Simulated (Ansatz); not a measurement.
According to DFT-r²SCAN in the program Ansatz with PAW potentials, Nb in the diamond structure (Fd-3m) relaxes to a = 5.848 Å. Nb has 4 nearest neighbours from 2.53 Å (tetrahedral).

Electronic character: metallic (no gap). Gap from r²SCAN with spin–orbit coupling: none (metallic).

An equation-of-state fit gives a bulk modulus of 69.5 GPa.

The start of the workflow was typed in or built on a structure type; neither database checked (COD, Materials Project) lists it. It is not the phase usual at ambient conditions (space group No. 229). The cell was relaxed with r²SCAN under the symmetry of its start; its stability against distortions is not shown here. The run is not spin-polarised. On the denser mesh and wider smearing of the elastic run this cell carries a stress of 0.4 GPa. Spin–orbit coupling is left out wherever it is not named.

Potentials: the later of the program's two PAW sets.
